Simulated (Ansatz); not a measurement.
C in space group Imma (No. 74; C on 8g, C on 8h) under volume change, the program Ansatz at the r²SCAN level (PAW), shape and atoms relaxed at each volume.

```json
[
 {"V (Å³/atom)": "7.047", "E − E(relaxed) (meV/atom)": "33.8", "P (GPa)": "17.00"},
 {"V (Å³/atom)": "7.279", "E − E(relaxed) (meV/atom)": "14.0", "P (GPa)": "10.32"},
 {"V (Å³/atom)": "7.512", "E − E(relaxed) (meV/atom)": "3.3", "P (GPa)": "4.68"},
 {"V (Å³/atom)": "7.744", "E − E(relaxed) (meV/atom)": "0.0", "P (GPa)": "0.00"},
 {"V (Å³/atom)": "7.976", "E − E(relaxed) (meV/atom)": "2.9", "P (GPa)": "-3.89"},
 {"V (Å³/atom)": "8.209", "E − E(relaxed) (meV/atom)": "11.0", "P (GPa)": "-7.14"},
 {"V (Å³/atom)": "8.441", "E − E(relaxed) (meV/atom)": "23.4", "P (GPa)": "-9.88"}
]
```

What does a third-order Birch–Murnaghan fit give for V₀, B₀ and B′?

V₀ = 7.74 Å³/atom, B₀ = 142 GPa, B′ = 5.0.

The start of the workflow was typed in or built on a structure type; neither database checked (COD, Materials Project) lists it. It is not the phase usual at ambient conditions (space group No. 194, 227). Symmetry was held in the r²SCAN relaxation; its stability against distortions is not shown here.

Potentials: the earlier of the program's two PAW sets.
